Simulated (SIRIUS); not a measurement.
## Sensitivity of a calculation on HfN (Fm-3m, 2 atoms in the cell; from Materials Project mp-2828) to its settings

```
HfN
1.0
    0.00000     2.25586     2.25586
    2.25586     0.00000     2.25586
    2.25586     2.25586     0.00000
Hf N
1 1
Direct
  0.00000   0.00000   0.00000
  0.50000   0.50000   0.50000
```

Base run A: SIRIUS 7.12.0 with PBE, SSSP 1.1.2 efficiency PBE pseudopotentials, self-consistent single point.

Its settings: parameters.ngridk = 13 13 13; parameters.xc_functionals = [XC_GGA_X_PBE, XC_GGA_C_PBE]; parameters.gk_cutoff = 8.062 1/bohr; parameters.pw_cutoff = 25.496 1/bohr; parameters.shiftk = 1 1 1; parameters.smearing = fermi_dirac; parameters.smearing_width = 0.00367493 Ha; potentials = SSSP 1.1.2 efficiency PBE pseudopotentials; parameters.electronic_structure_method = pseudopotential; parameters.num_bands = 13; parameters.num_mag_dims = 0; parameters.num_dft_iter = 100; parameters.energy_tol = 1e-07 Ha; parameters.density_tol = 1e-06; mixer.type = broyden2; mixer.beta = 0.3; mixer.use_hartree = false.

The structure comes from a collection of computed structures, made at another level of theory; the collection holds predicted forms beside known ones.

ΔF is the free energy per atom less that of run A. 

Run A gave: pressure (GPa) 5.89; largest force (eV/Å) 0.000; k-points 231; rough cost (cheapest run = 1) 1.

Runs:
- B: atom 1 moved by -0.04 angstrom along y
- C: atom 1 moved by +0.04 angstrom along y
- D: lattice vector a scaled by 0.99
- E: lattice vector a scaled by 1.01
- F: lattice vector b scaled by 0.99
- G: lattice vector b scaled by 1.01

Problem. What does run G change against A?

Solution. The free energy goes down by 2.4 meV/atom and the pressure goes from 5.89 to 3.07 GPa.

Problem. What does run B change against A?

Solution. The free energy rises by 4.8 meV/atom, the pressure goes from 5.89 to 6.10 GPa and the largest force goes from 0.000 to 0.478 eV/Å.

| run | ΔF (meV/atom) | pressure (GPa) | largest force (eV/Å) | k-points | rough cost (cheapest run = 1) |
|---|---|---|---|---|---|
| A | 0.00 | 5.89 | 0.000 | 231 | 1 |
| B | 4.8 | 6.10 | 0.478 | 595 | 3 |
| C | 4.8 | 6.10 | 0.478 | 595 | 3 |
| D | 6.4 | 8.90 | 0.000 | 595 | 3 |
| E | -2.4 | 3.07 | 0.000 | 595 | 3 |
| F | 6.4 | 8.90 | 0.000 | 595 | 3 |
| G | -2.4 | 3.07 | 0.000 | 595 | 3 |
